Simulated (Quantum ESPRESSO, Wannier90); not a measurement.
Wannier functions of GeO2 (rutile)

```xyz
6
Lattice="4.4124 0.0000 0.0000 0.0000 4.4124 0.0000 0.0000 0.0000 2.8765" Properties=species:S:1:pos:R:3 pbc="T T T"
Ge     2.2062     2.2062     1.4383
Ge     0.0000     0.0000     0.0000
O     -1.3492    -1.3492     0.0000
O      1.3492     1.3492     0.0000
O     -0.8570     0.8570     1.4383
O      0.8570    -0.8570     1.4383
```

Cell from Materials Project (mp-470), symmetrised, no further relaxation. COD (Crystallography Open Database) has the formula in 3 space groups, this one among them (matched by group alone). Level: PBEsol, spinors with spin-orbit coupling; pw.x of Quantum ESPRESSO at 68 Ry with PseudoDojo potentials, 4×4×6 k-points, Wannier90. Density: 8×8×10 mesh, Gaussian smearing 0.01 Ry.

A tight-binding model is made by disentanglement and projection with no localisation steps (num_iter = 0), so the 48 orbitals stay atom-like: hydrogen-like Ge: s;p; O: s;p, axes along x, y, z; frozen window up to 6.68 eV relative to the valence-band maximum. It follows pw.x to 0.8 meV rms for states up to 2.7 eV relative to the valence-band maximum. Matrix elements depend on this choice of orbitals and windows.

What are the on-site energies relative to the valence-band maximum, and how fast do the hoppings decay?


```tsv
atom	orbitals	energy (eV)
Ge1	s↑ s↓	1.32
Ge1	pz↑ pz↓	9.21
Ge1	px↑ px↓ py↑ py↓	8.25
Ge2	s↑ s↓	1.32
Ge2	pz↑ pz↓	9.21
Ge2	px↑ px↓ py↑ py↓	8.25
O3	s↑ s↓	-16.23
O3	pz↑ pz↓	-2.76
O3	px↑ px↓ py↑ py↓	-2.56
O4	s↑ s↓	-16.23
O4	pz↑ pz↓	-2.76
O4	px↑ px↓ py↑ py↓	-2.56
O5	s↑ s↓	-16.23
O5	pz↑ pz↓	-2.76
O5	px↑ px↓ py↑ py↓	-2.56
O6	s↑ s↓	-16.23
O6	pz↑ pz↓	-2.76
O6	px↑ px↓ py↑ py↓	-2.56
```

```json
[
 {"distance of the centres (Å)": "1–2", "largest modulus (eV)": "2.6"},
 {"distance of the centres (Å)": "2–3", "largest modulus (eV)": "0.68"},
 {"distance of the centres (Å)": "3–4", "largest modulus (eV)": "0.41"},
 {"distance of the centres (Å)": "4–5", "largest modulus (eV)": "0.096"},
 {"distance of the centres (Å)": "5–6", "largest modulus (eV)": "0.077"},
 {"distance of the centres (Å)": "6–7", "largest modulus (eV)": "0.046"},
 {"distance of the centres (Å)": "7–8", "largest modulus (eV)": "0.0090"}
]
```
